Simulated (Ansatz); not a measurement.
Starting cell, InAs (zinc blende):

```
CELL_PARAMETERS angstrom
      0.00000     6.10911     6.10911
      3.05455     0.00000     3.05455
      3.05455     3.05455     0.00000
ATOMIC_POSITIONS crystal
  As 0.37500 0.75000 0.75000
  As 0.87500 0.75000 0.75000
  In 0.00000 0.00000 0.00000
  In 0.50000 0.00000 0.00000
```

In each cell atom 4 (In, nearest neighbour As at 2.645 Å; its periodic images, 4.3 Å or more away, move with it) moves by s·(0.577, -0.577, 0.577) (towards the nearest neighbour), the rest being held.

Level of theory: r2SCAN (plane waves to 500 eV, PAW, scalar-relativistic; Ansatz, a quantum-chemistry and plane-wave program). k mesh 4×8×8 (Γ-centred), Fermi-Dirac smearing 0.05 eV. E stands for the smeared free energy. InAs was relaxed with its symmetry unable to fall. ΔE is measured from the undisplaced structure.

### Question
What ΔE (meV/cell) does the calculation give at s (Å) = -0.260, -0.208, -0.156, -0.104, 0.104, 0.156, 0.208, 0.260?

### Answer
```json
[
 {"s (Å)": "-0.260", "ΔE (meV/cell)": "189"},
 {"s (Å)": "-0.208", "ΔE (meV/cell)": "128"},
 {"s (Å)": "-0.156", "ΔE (meV/cell)": "76"},
 {"s (Å)": "-0.104", "ΔE (meV/cell)": "36"},
 {"s (Å)": "0.104", "ΔE (meV/cell)": "45"},
 {"s (Å)": "0.156", "ΔE (meV/cell)": "107"},
 {"s (Å)": "0.208", "ΔE (meV/cell)": "201"},
 {"s (Å)": "0.260", "ΔE (meV/cell)": "332"}
]
```

(For displaced atoms, the force is minus the slope of the energy, and its curvature is a force constant, which sets phonon frequencies.)
